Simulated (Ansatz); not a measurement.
YAu:
```xyz
2
Lattice="3.5844 0.0000 0.0000 0.0000 3.5844 0.0000 0.0000 0.0000 3.5844" Properties=species:S:1:pos:R:3 pbc="T T T"
Au     0.0000     0.0000     0.0000
Y      1.7922     1.7922     1.7922
```

Relaxed with r²SCAN. Special points in fractions of this cell's reciprocal vectors: Γ (0.000, 0.000, 0.000); X (0.000, 0.500, 0.000); M (0.500, 0.500, 0.000); R (0.500, 0.500, 0.500).

Question: List the band energies nearest the Fermi level at these points for DFT-r²SCAN with spin–orbit coupling in the program Ansatz with PAW potentials.

Answer: In eV from the Fermi level; about four levels below and three above (degenerate sets whole), none deeper than 8.9 eV; points with the same levels are listed once.

```json
[
 {"k": "Γ", "below": "-4.82 -4.82 -4.82 -4.82 -4.21 -4.21", "above": "1.02 1.02 1.02 1.02"},
 {"k": "X", "below": "-3.53 -3.53 -3.15 -3.15", "above": "0.13 0.13 1.17 1.17"},
 {"k": "M", "below": "-2.99 -2.99 -0.39 -0.39", "above": "0.17 0.17 1.55 1.55"},
 {"k": "R", "below": "-1.77 -1.77 -1.77 -1.77 -0.26 -0.26", "above": "5.45 5.45 5.45 5.45"}
]
```

Space group Pm-3m (CsCl type). The workflow started from an entry of the Crystallography Open Database (COD). Whether it is the stable phase at ambient conditions was not checked. The r²SCAN relaxation kept the symmetry of its start; its stability against distortions is not shown here. No spin polarisation was allowed.

Potentials: the later of the program's two PAW sets.
